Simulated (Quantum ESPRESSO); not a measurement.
# Zr2Mo2RhNbSn2: input and log of a self-consistent run

A calculation, not a measurement. The program is pw.x of Quantum ESPRESSO 7.5 (plane-wave density functional theory). The cell is made up: eight metal atoms on a face-centred cubic lattice, with elements, volume, strain and displacements drawn at random and not relaxed, so it may be unstable or far from any real phase. PseudoDojo standard norm-conserving files set the functional (PBE unless stated); there is no spin polarisation or spin-orbit coupling, the Fermi-Dirac width of 0.25 eV means electrons at about 2900 K, and the masses in the input are unused placeholders. The tin pseudopotential is less sure than most, with forces differing by about three percent from a second method on plain tin. A spin test at this wide smearing found no moment, but such smearing suppresses magnetism that the real alloy may have.

Input:

```
&control calculation='scf', pseudo_dir='./dojo.nc.sr.pbe.v0_5.standard.upf', outdir='./o', disk_io='minimal', tprnfor=.true., tstress=.true. /
&system ibrav=0, nat=8, ntyp=5, nbnd=71, ecutwfc=87.97787729, nosym=.true., tot_charge=0,
 occupations='smearing', smearing='fd', degauss=0.0183746611
/
&electrons conv_thr=1.470e-08, electron_maxstep=70, mixing_beta=0.5 /
ATOMIC_SPECIES
Mo 1.0 Mo.upf
Nb 1.0 Nb.upf
Rh 1.0 Rh.upf
Sn 1.0 Sn.upf
Zr 1.0 Zr.upf
CELL_PARAMETERS angstrom
-0.0352 -2.1516 -2.223
-0.0603 4.3425 -4.4852
8.7702 0.0101 0.1306
ATOMIC_POSITIONS angstrom
Zr 0.0583 -0.0106 -0.0724
Zr 4.4138 -0.0399 0.0144
Mo -0.0812 2.2116 -2.2171
Rh 4.4417 2.2367 -2.1419
Nb 2.1735 0.0821 -2.2123
Sn 6.5717 -0.0099 -2.2054
Mo 2.1512 2.0725 -4.5431
Sn 6.5777 2.2747 -4.3298
K_POINTS automatic
8 4 3 1 1 1
```

The log is shortened where brackets say so; the opening notice, blank lines, dates and the lines on written files are dropped, and the path of the files is cut. It prints rydbergs, bohrs and kilobars, and counts compression as positive stress. Its total energy is the free energy E - TS of the whole cell.

```
     Program PWSCF v.7.5
     Parallel version (MPI & OpenMP), running on       4 processor cores
     Number of MPI processes:                 4
     Threads/MPI process:                     1
     [start-up lines left out]
     bravais-lattice index     =            0
     lattice parameter (alat)  =       5.8467  a.u.
     unit-cell volume          =    1142.2262 (a.u.)^3
     number of atoms/cell      =            8
     number of atomic types    =            5
     number of electrons       =       110.00
     number of Kohn-Sham states=           71
     kinetic-energy cutoff     =      87.9779  Ry
     charge density cutoff     =     351.9115  Ry
     scf convergence threshold =      1.5E-08
     mixing beta               =       0.5000
     number of iterations used =            8  plain     mixing
     Exchange-correlation= PBE
                           (   1   4   3   4   0   0   0)
     [axes and pseudopotential details left out]
   Cartesian axes
     site n.     atom                  positions (alat units)
         1        Zr     tau(   1) = (   0.0188434  -0.0034261  -0.0234007  )
         2        Zr     tau(   2) = (   1.4266037  -0.0128963   0.0046543  )
         3        Mo     tau(   3) = (  -0.0262450   0.7148210  -0.7165986  )
         4        Rh     tau(   4) = (   1.4356214   0.7229336  -0.6922929  )
         5        Nb     tau(   5) = (   0.7025065   0.0265359  -0.7150472  )
         6        Sn     tau(   6) = (   2.1240681  -0.0031998  -0.7128170  )
         7        Mo     tau(   7) = (   0.6952988   0.6698618  -1.4683953  )
         8        Sn     tau(   8) = (   2.1260074   0.7352158  -1.3994537  )
     number of k points=    48  Fermi-Dirac smearing, width (Ry)=  0.0184
                       cart. coord. in units 2pi/alat
        k(    1) = (   0.0600994  -0.0004669  -0.0874859), wk =   0.0416667
        k(    2) = (  -0.1751366  -0.0001765  -0.0840421), wk =   0.0416667
     [further k points left out]
     Dense  grid:   127401 G-vectors     FFT dimensions: (  36,  72, 100)
     Estimated max dynamical RAM per process >     423.05 MB
     Estimated total dynamical RAM >       1.56 GB
     Initial potential from superposition of free atoms
     starting charge     109.9864, renormalised to     110.0000
     Starting wfcs are   78 randomized atomic wfcs
     total cpu time spent up to now is        6.0 secs
     per-process dynamical memory:   330.1 Mb
     Self-consistent Calculation
     iteration #  1     ecut=    87.98 Ry     beta= 0.50
     Davidson diagonalization with overlap
     ethr =  1.00E-02,  avg # of iterations =  2.2
     total cpu time spent up to now is       18.8 secs
     total energy              =   -1156.61709274 Ry
     estimated scf accuracy    <       2.37487280 Ry
     iteration #  2     ecut=    87.98 Ry     beta= 0.50
     Davidson diagonalization with overlap
     ethr =  2.16E-03,  avg # of iterations =  4.9
     total cpu time spent up to now is       34.5 secs
     total energy              =   -1155.75770310 Ry
     estimated scf accuracy    <      27.80528174 Ry
     iteration #  3     ecut=    87.98 Ry     beta= 0.50
     Davidson diagonalization with overlap
     ethr =  2.16E-03,  avg # of iterations =  3.6
     total cpu time spent up to now is       47.8 secs
     total energy              =   -1157.36113670 Ry
     estimated scf accuracy    <       7.62435849 Ry
     iteration #  4     ecut=    87.98 Ry     beta= 0.50
     Davidson diagonalization with overlap
     ethr =  2.16E-03,  avg # of iterations =  2.0
     total cpu time spent up to now is       59.0 secs
     total energy              =   -1157.79600414 Ry
     estimated scf accuracy    <       1.29652034 Ry
     iteration #  5     ecut=    87.98 Ry     beta= 0.50
     Davidson diagonalization with overlap
     ethr =  1.18E-03,  avg # of iterations =  1.9
     total cpu time spent up to now is       70.1 secs
     total energy              =   -1157.83963344 Ry
     estimated scf accuracy    <       0.90259504 Ry
     [iterations 6 to 15 left out]
     iteration # 16     ecut=    87.98 Ry     beta= 0.50
     Davidson diagonalization with overlap
     ethr =  1.45E-09,  avg # of iterations =  2.0
     total cpu time spent up to now is      198.0 secs
     total energy              =   -1157.90773065 Ry
     estimated scf accuracy    <       0.00000396 Ry
     iteration # 17     ecut=    87.98 Ry     beta= 0.50
     Davidson diagonalization with overlap
     ethr =  1.45E-09,  avg # of iterations =  1.0
     total cpu time spent up to now is      207.9 secs
     total energy              =   -1157.90773084 Ry
     estimated scf accuracy    <       0.00000006 Ry
     iteration # 18     ecut=    87.98 Ry     beta= 0.50
     Davidson diagonalization with overlap
     ethr =  5.25E-11,  avg # of iterations =  4.8
     total cpu time spent up to now is      220.8 secs
     total energy              =   -1157.90773084 Ry
     estimated scf accuracy    <       0.00000013 Ry
     iteration # 19     ecut=    87.98 Ry     beta= 0.50
     Davidson diagonalization with overlap
     ethr =  5.25E-11,  avg # of iterations =  2.0
     total cpu time spent up to now is      231.6 secs
     total energy              =   -1157.90773085 Ry
     estimated scf accuracy    <       0.00000002 Ry
     iteration # 20     ecut=    87.98 Ry     beta= 0.50
     Davidson diagonalization with overlap
     ethr =  2.21E-11,  avg # of iterations =  1.5
     total cpu time spent up to now is      242.2 secs
     End of self-consistent calculation
     [lines on levels left out]
!    total energy              =   -1157.90773085 Ry
     estimated scf accuracy    <          5.0E-09 Ry
     smearing contrib. (-TS)   =      -0.15030900 Ry
     internal energy E=F+TS    =   -1157.75742185 Ry
     The total energy is F=E-TS. E is the sum of the following terms:
     one-electron contribution =    -293.27644312 Ry
     hartree contribution      =     205.82383163 Ry
     xc contribution           =    -232.94908996 Ry
     ewald contribution        =    -837.35572041 Ry
     convergence has been achieved in  20 iterations
     Forces acting on atoms (cartesian axes, Ry/au):
     atom    1 type  5   force =     0.02829141   -0.00417494    0.00598638
     atom    2 type  5   force =    -0.03280352   -0.00512133    0.00889641
     atom    3 type  1   force =     0.04588731    0.00795475   -0.00293878
     atom    4 type  3   force =    -0.03541794   -0.00030617    0.00052329
     atom    5 type  2   force =     0.02015561    0.03516883   -0.03101559
     atom    6 type  4   force =    -0.01428615    0.02855479   -0.02247153
     atom    7 type  1   force =     0.00282490   -0.02491826    0.02134867
     atom    8 type  4   force =    -0.01465162   -0.03715766    0.01967115
     Total force =     0.112534     Total SCF correction =     0.000367
     Computing stress (Cartesian axis) and pressure
          total   stress  (Ry/bohr**3)                   (kbar)     P=     -105.33
  -0.00070841  -0.00004291  -0.00003487         -104.21       -6.31       -5.13
  -0.00004291  -0.00078386   0.00010499           -6.31     -115.31       15.44
  -0.00003487   0.00010499  -0.00065575           -5.13       15.44      -96.46
     init_run     :      5.58s CPU      5.84s WALL (       1 calls)
     electrons    :    228.92s CPU    236.20s WALL (       1 calls)
     forces       :      1.88s CPU      1.91s WALL (       1 calls)
     stress       :      6.29s CPU      6.44s WALL (       1 calls)
     [timing details left out]
     PWSCF        :   4m 2.81s CPU   4m10.61s WALL
     JOB DONE.
```

In other units: free energy -15754.137 eV for the cell, pressure -10.53 GPa, largest force component 1.180 eV/Å in size. The run took 252 s of wall time with four MPI processes on a shared machine (Intel Xeon, 2023 or later, virtual cores), so the time is rough. A rerun of this cell at a higher cutoff and on a denser mesh moved values by no more than 0.012 eV in energy, 0.10 GPa in stress and 0.007 eV/Å in force, and a second program with other atomic files agreed on that cell to 2 % rms in force and 0.5 GPa in pressure.